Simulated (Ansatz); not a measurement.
**Bi₂Te₃ at a changed volume — ²⁰⁹Bi NMR of the central transition**

Cell: a structure deposited in the COD, relaxed with PBE at fixed cell and then changed (volume scaled by 1.06, ions relaxed).

```
Bi Te
1.0
     2.23601    1.29096   10.36504
    -2.23601    1.29096   10.36504
     0.00000   -2.58192   10.36504
Bi Te
2 3
Direct
  0.39864 0.39864 0.39864
  0.60136 0.60136 0.60136
  0.00000 0.00000 0.00000
  0.21319 0.21319 0.21319
  0.78681 0.78681 0.78681
```

Atom numbers follow the list; atoms alike are taken as one site, whose name carries the number of the first.

All values are calculated (Ansatz; DFT, PBE, plane waves and PAW, scalar-relativistic, 420 eV cutoff, Γ-centred 12×12×12 k-points, Fermi–Dirac smearing 0.02 eV), not measured.

²⁰⁹Bi has I = 9/2 and Q = -516.0 mb (Pyykkö 2018); at 11.7 T its Larmor frequency is ν₀ = 81.5 MHz (from the bare nuclear moment; shielding lowers the observed one by a per cent or two). Only the quadrupole interaction is simulated: positions count from each site's isotropic chemical shift, and J coupling is left out, as are shift anisotropy and dipolar coupling, which fast spinning averages.

(1) What does the ²⁰⁹Bi spectrum (fast magic-angle spinning) show for each site?

## Answers

(1) 

| site | first shell | C_Q (MHz) | η | P_Q (MHz) | δ_QIS (ppm) | breadth (kHz) |
| --- | --- | --- | --- | --- | --- | --- |
| Bi | 6 Te at 3.09–3.28 Å | -15.8 | 0.00 | 15.8 | -52.0 | 9.08 |

δ_QIS = −(ν_Q²/30ν₀²)[I(I+1) − 3/4](1 + η²/3) × 10⁶ ppm with ν_Q = 3|C_Q|/[2I(2I−1)]; it falls as 1/B₀² in ppm, and the breadth as 1/B₀ in kHz.

An axis of threefold or higher order runs through Bi, so V_zz lies along it and η is zero.

Spin–orbit coupling is left out, which shifts gradients on Bi by a few per cent in wide-gap crystals, and can shift them far more where the calculated gap is small or absent, as here. Newer work puts Q(²⁰⁹Bi) near −420 mb, which would lower these couplings by about a fifth. With a gap of 0.3 eV on this mesh, the gradients can still move by some per cent as the k-mesh gets denser.
